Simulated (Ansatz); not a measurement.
CsPbCl₃:
```
CELL_PARAMETERS angstrom
      5.61551     0.00000     0.00000
      0.00000     5.61551     0.00000
      0.00000     0.00000     5.61551
ATOMIC_POSITIONS crystal
  Cs 0.00000 0.00000 0.00000
  Pb 0.50000 0.50000 0.50000
  Cl 0.00000 0.50000 0.50000
  Cl 0.50000 0.50000 0.00000
  Cl 0.50000 0.00000 0.50000
```

Relaxed with PBEsol. Special points in fractions of this cell's reciprocal vectors: Γ (0.000, 0.000, 0.000); X (0.000, 0.500, 0.000); M (0.500, 0.500, 0.000); R (0.500, 0.500, 0.500).

Question: List the band energies nearest the valence-band maximum at these points for PBEsol with spin–orbit coupling in the plane-wave PAW code Ansatz.

Answer: In eV from the valence-band maximum; about four levels below and three above (degenerate sets whole), none deeper than 8.9 eV; points with the same levels are listed once.

```tsv
k	below	above
Γ	-2.48 -2.48 -2.48 -2.48	3.20 3.20 4.20 4.20 4.20 4.20
X	-2.61 -2.61 -1.69 -1.69	2.53 2.53 4.49 4.49
M	-2.22 -2.22 -0.82 -0.82	1.54 1.54 2.89 2.89
R	-2.18 -2.18 -2.18 -2.18 0.00 0.00	0.60 0.60 2.23 2.23 2.23 2.23
```

Space group Pm-3m (cubic perovskite). This is a known high-temperature phase of the composition, computed here at zero pressure and temperature. Symmetry was held in the PBEsol relaxation; its stability against distortions is not shown here.

Potentials: the later of the program's two PAW sets.
